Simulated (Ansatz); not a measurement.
**TiO2 under pressure: fit and missing row**

TiO2, I4_1/amd, a = 3.778 Å, c = 9.583 Å. The compound has several low-lying forms, and this is one of them. Ansatz: r2SCAN, PAW, 500 eV, Γ-centred 8×8×8 mesh on 6 atoms, Gaussian smearing 0.02 eV; no spin polarisation. Cell and atoms are relaxed at each pressure, and no other structure is tried, so the rows at high pressure may lie past a change of phase.

```
V (Å³/atom) P (GPa)
          ?    60.01
      9.938    30.00
     10.596    15.01
     10.949     8.00
     11.224     2.99
     11.398     0.00
     11.585    -3.01
```

**Question.** Take V0 = 11.398 Å³/atom, fit the third-order Birch–Murnaghan form to the other rows, and predict the missing volume.

**Answer.** With the Eulerian strain f = ½[(V0/V)^(2/3) − 1] and y = P/[3f(1 + 2f)^(5/2)], the form is the line y = B0 + 1.5 B0 (B0′ − 4) f. Rows (f, y): 0.04784, 166.3; 0.02492, 177.8; 0.01358, 183.6; 0.00515, 188.6; -0.00540, 190.9. Means f = 0.01722, y = 181.44; Σ(Δf)² = 0.001667, ΣΔfΔy = -0.7999; the slope is their ratio. y = 189.7 − 479.7 f GPa, so B0 = 189.7 GPa and B0′ = 4 + 2 × (-479.7)/(3 × 189.7) = 2.31. P = 60.01 GPa is met at f = 0.09024 (y = 146.41), so V = V0 (1 + 2f)^(−3/2) = 8.887 Å³/atom. The run gave 8.962 Å³/atom, so the fit is 0.075 Å³/atom too low, 2.9 % of the span of the series, against an rms of 0.002 Å³/atom on the fitted rows. The row lies outside the fitted range. A fourth-order term fitted to the same rows gives P = 54.60 GPa at this row's volume (the line 57.62, the run 60.01), no gain.

The mesh isn't the same in all rows (8×8×8, 10×10×10).

Cost: 7 runs of about 14 core-minutes in all, on Oxide Virtual Turin-like Processor (Zen 5) (shared hosts).